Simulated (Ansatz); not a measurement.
Cu3Sn in space group Fm-3m (No. 225; Cu on 4b, Cu on 8c, Sn on 4a) under volume change, DFT-PBEsol in the program Ansatz with PAW potentials, scaled uniformly.

```json
[
 {"V (Å³/atom)": "12.610", "E − E(relaxed) (meV/atom)": "55.2", "P (GPa)": "15.65"},
 {"V (Å³/atom)": "13.025", "E − E(relaxed) (meV/atom)": "___", "P (GPa)": "___"},
 {"V (Å³/atom)": "13.441", "E − E(relaxed) (meV/atom)": "5.4", "P (GPa)": "4.28"},
 {"V (Å³/atom)": "13.857", "E − E(relaxed) (meV/atom)": "0.0", "P (GPa)": "-0.01"},
 {"V (Å³/atom)": "14.273", "E − E(relaxed) (meV/atom)": "4.8", "P (GPa)": "-3.57"},
 {"V (Å³/atom)": "14.688", "E − E(relaxed) (meV/atom)": "___", "P (GPa)": "___"},
 {"V (Å³/atom)": "15.104", "E − E(relaxed) (meV/atom)": "38.1", "P (GPa)": "-8.93"}
]
```

**Question.** Fill in the missing entries.

**Answer.** 
- 13.025, E − E(relaxed) (meV/atom): 22.9
- 13.025, P (GPa): 9.44
- 14.688, E − E(relaxed) (meV/atom): 18.0
- 14.688, P (GPa): -6.51

**Question.** What does a third-order Birch–Murnaghan fit give for V₀, B₀ and B′?

**Answer.** V₀ = 13.86 Å³/atom, B₀ = 130 GPa, B′ = 5.2.

The workflow started from a Materials Project entry (that database holds measured and hypothetical structures alike); the Crystallography Open Database copy checked does not list it. COD files the formula under space group No. 59, 63. With Cu and Sn taken as one species the cell has the higher symmetry Im-3m, so it may be an ordered model of a mixed-site phase. Its standing as an ambient phase is unchecked. The cell was relaxed with PBEsol under the symmetry of its start. At this level the phase is mechanically unstable. No spin polarisation was allowed. Spin–orbit coupling is left out wherever it is not named.

Potentials: the later of the program's two PAW sets.
